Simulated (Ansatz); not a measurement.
# Cost of a DFT run on HgTe

```yaml
crystal:
  lattice:
    - [0.0, 3.2235, 3.2235]
    - [3.2235, 0.0, 3.2235]
    - [3.2235, 3.2235, 0.0]
  atoms:
    - { symbol: Hg, position: [0.0, 0.0, 0.0] }
    - { symbol: Te, position: [0.25, 0.25, 0.25] }
kpoints:
  mp_grid: { grid: [13, 13, 13] }
scf:
  occupations: { method: fermi_dirac, width: 0.05 }
hamiltonian:
  xc: lda
  pseudopotentials: { kind: paw }
output:
  forces: true
  stress: true
  populations: true
  efg: { quadrupole_moments_barn: { Hg: 0.387 }, contact_densities: true }
```

```sh
ansatz run input.yaml --threads 1 --pin off --max-ram 3072MiB --backend cpu --events-out ev --progress --plain --runs-dir out
```

It runs on 1 thread of AMD EPYC 9R14 (Zen 4) (x86_64; 16 cores open to the job, memory cap 3.0 GiB, no GPU), a shared host with a load of 0.5 a core.

Problem. How much time and memory should be set aside?

Solution. About 8.4 s of wall time (8.4 s of CPU time) and 0.52 GiB. The run holds 36 valence electrons in 22 bands, about 1363 plane waves a k-point and 84 irreducible k-points, and took 6 SCF iterations. Times on a shared host vary by tens of per cent.
